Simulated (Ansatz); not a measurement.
Ti5SiSb2 in space group I4/mcm (No. 140; Ti on 4b, Ti on 16k, Si on 4a, Sb on 8h), plane-wave PAW PBE (Ansatz code), all energies at zero smearing, with the estimated change up to a 700 eV cutoff added, with one set of potentials and settings (totals compare only within such a set). Cell of 16 atoms (10 Ti, 2 Si, 4 Sb): -52216.530 eV.

```
element              reference phase  E (eV/atom)
-------  ---------------------------  -----------
Ti       P6/mmm, 3 atoms in the cell   -2499.6739
Si        Fd-3m, 2 atoms in the cell    -635.8096
Sb         R-3m, 2 atoms in the cell   -6484.4916
```

Formation energy per atom, worked out: (-52216.530 − 10×(-2499.6739) − 2×(-635.8096) − 4×(-6484.4916))/16 = -0.638 eV/atom (-62 kJ per mol of atoms), at 0 K, without zero-point energy or fitted corrections.

The workflow started from a Materials Project entry (that database holds measured and hypothetical structures alike); the Crystallography Open Database copy checked does not list it. Its standing as an ambient phase is unchecked. Symmetry was held in the PBE relaxation; its stability against distortions is not shown here. The run is not spin-polarised. The references are the lowest solids computed at this level, not always the standard phases. Spin–orbit coupling is left out wherever it is not named.

Potentials: the later of the program's two PAW sets.
